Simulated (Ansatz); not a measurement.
Computed properties of Sn$_{2}$Ir

```
Sn Ir
1.0
     0.00000    3.16900    3.16900
     3.16900    0.00000    3.16900
     3.16900    3.16900    0.00000
Sn Ir
2 1
Cartesian
  1.5845 1.5845 1.5845
  4.7535 4.7535 4.7535
  0.0000 0.0000 0.0000
```

Atom numbers follow the list: Sn1, Sn2, Ir3.

The cell is COD entry 9009019, as deposited and not checked against the literature; nothing was relaxed.

Spin polarisation is left out, and whether a magnetic state lies lower isn't shown here.

No spin–orbit coupling, which matters for the heavy atoms here.

All numbers are computed: DFT, LDA, all-electron LAPW, scalar-relativistic (Ansatz 0.2.0); DFT, LDA, PAW with Ansatz's default frozen-core files, scalar-relativistic (Ansatz 0.2.0).

For LAPW: a Γ-centred 10×10×10 k mesh, Fermi–Dirac smearing of 0.03 eV, basis error target 1 meV/atom, no spin polarisation. PAW takes a cutoff of 420 eV at this cell (files made with PBE, cores remade for this functional). The Ansatz runs share mesh, smearing and spin set-up. Values come from LAPW unless marked.

```
Density of states at the Fermi level (0.2 eV bin) : 1.38 states/eV per cell
Volume per atom                                   : 21.22 Å³
```

Q: Band gap: what does the calculation give?

A: none: with an odd electron count and no spin polarisation the bands can't all be full, a metal in this set-up (in compounds, spin order or a distortion in a larger cell can open a gap).

Q: Give the computed value. Bader charges (from the PAW run).

A: Sn1 +0.63, Ir3 -1.26 e.

Q: Give the computed value. Pressure at this cell.

A: -2.14 GPa.

Q: Löwdin charges (with 0.20 e of the cell spilling out of the atomic basis, so their sizes and signs hang on that basis): what does the calculation give?

A: Sn1 0.06, Ir3 0.07 e.
